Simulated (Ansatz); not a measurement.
BeSiAs2 (chalcopyrite, I-42d), r²SCAN (plane waves, PAW; program Ansatz). The conduction-band minimum lies on the M–S line, 25 % of the way from M, with 4 equivalent valleys. Second derivatives d²E/dk² of the lowest band at one valley (eV·Å²), along Cartesian directions:

| direction | d²E/dk² |
|---|---|
| [100] | 33.50 |
| [010] | 10.10 |
| [001] | 31.94 |
| [110] | 21.81 |
| [101] | 32.59 |
| [011] | 21.03 |

Find the principal effective masses, the density-of-states mass and the conductivity mass.

Off-diagonal terms follow from H_xy = H[110] − (H_xx + H_yy)/2, and m*/mₑ = 7.620 eV·Å² over each eigenvalue: 0.23, 0.24, 0.75. One valley's DOS mass (m₁m₂m₃)^(1/3) = 0.34, conductivity mass 3/(Σ 1/mᵢ) = 0.30 mₑ.

What effective density of states Nc follows at 300 K for parabolic valleys?

Nc = 2.509e19 × 4 × (0.34)^(3/2) ≈ 2.0e19 cm⁻³.

The first step of the workflow began from a Materials Project structure, measured or hypothetical; the Crystallography Open Database copy checked does not list it. Its standing as an ambient phase is unchecked. The cell was relaxed with r²SCAN under the symmetry of its start; whether a distortion lowers the energy is not shown. Spin–orbit coupling is left out wherever it is not named.

Potentials: the later of the program's two PAW sets.

Edges and masses are those of Kohn–Sham bands, whose gap is no quasiparticle gap.
